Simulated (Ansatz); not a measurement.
The cell is FeBrI as a Janus 1T monolayer; cell and atoms were relaxed with r2SCAN. In-plane lattice: a = 3.734 Å, b = 3.734 Å, γ = 120.0°; thickness between the outer nuclei 2.76 Å. Fe has 3 Br at 2.54 Å and 3 I at 2.59 Å; Br has 3 Fe at 2.54 Å; I has 3 Fe at 2.59 Å.

The questions ask for values computed with the PAW code Ansatz on this geometry. All values are calculated for a non-magnetic cell, which may be hypothetical.

Given (12×12×1 mesh): The PBE gap is indirect, 0.68 eV (Γ–M (0.50 of the way from Γ) to K–Γ (0.25 of the way from K)), below the direct gap of 0.74 eV at K.

Task: How does the gap change from PBE to PBE+SOC (12×12×1)?

Result: PBE+SOC gives an indirect gap of 0.65 eV, from k = (0.083, 1/6, 0) to K–Γ (0.23 of the way from K); the least direct gap is 0.67 eV at K. Least and direct gap differ so little that the kind isn't settled. The gap differs by -0.03 eV from PBE's.

Task: What does HSE06 give for the gap (6×6×1 mesh)?

Result: HSE06 gives an indirect gap of 3.68 eV, from Γ–M (0.33 of the way from Γ) to K–Γ (0.23 of the way from K); the least direct gap is 3.77 eV at Γ–M (0.33 of the way from Γ). The gap differs by +3.00 eV from PBE's.

Task: Estimate the gap with PBE0 on 6×6×1.

Result: The PBE0 gap is indirect, 4.46 eV (Γ–M (0.33 of the way from Γ) to K–Γ (0.23 of the way from K)), below the direct gap of 4.54 eV at Γ–M (0.33 of the way from Γ). The gap differs by +3.78 eV from PBE's.

Task: Roughly how does the cost of the HSE06 run (6×6×1) compare with r2SCAN's (12×12×1)?

Result: About 11 times as much (20 core-minutes against 110 core-seconds, on 4 threads of Arm Neoverse N1 (shared host)).

Only the levels marked +SOC include spin-orbit coupling.

Where an edge lies off the special points, it is a point of the mesh or the k point where a search put PBE's edge or least direct gap, reused for the other functionals, whose own edges may lie a little apart; PBE's own value is read along its path and can be a few hundredths of an eV high.

Coordinates of k points refer to the reciprocal vectors of the primitive cell of the runs.

The meshes of the hybrids are coarse, so their gaps aren't converged to the digits shown.
